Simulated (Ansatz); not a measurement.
NaH:
```yaml
crystal:
  lattice:
    - [0.00000, 2.41604, 2.41604]
    - [2.41604, 0.00000, 2.41604]
    - [2.41604, 2.41604, 0.00000]
  atoms:
    - { symbol: Na, position: [0.00000, 0.00000, 0.00000] }
    - { symbol: H, position: [0.50000, 0.50000, 0.50000] }
```

Cartesian axes are those of the cell as given.

Give the high-frequency dielectric tensor and the Born effective charge tensors of the independent atoms from DFPT, plane-wave PAW PBE (Ansatz code).


ε∞:
```
3.12  0.00  0.00
0.00  3.12  0.00
0.00  0.00  3.12
```
Z* of atom 1 (Na), rows: field, columns: displacement, in e:
```
0.97  0.00  0.00
0.00  0.97  0.00
0.00  0.00  0.97
```
Z* of atom 2 (H), rows: field, columns: displacement, in e:
```
-0.97   0.00   0.00
 0.00  -0.97   0.00
 0.00   0.00  -0.97
```

Static charges for comparison (Bader): Na1 +0.80, H2 -0.80 e. Born charges measure polarisation by displacement and can exceed these by far.

Space group Fm-3m (rock salt). Symmetry was held in the PBE relaxation.

Potentials: the later of the program's two PAW sets.
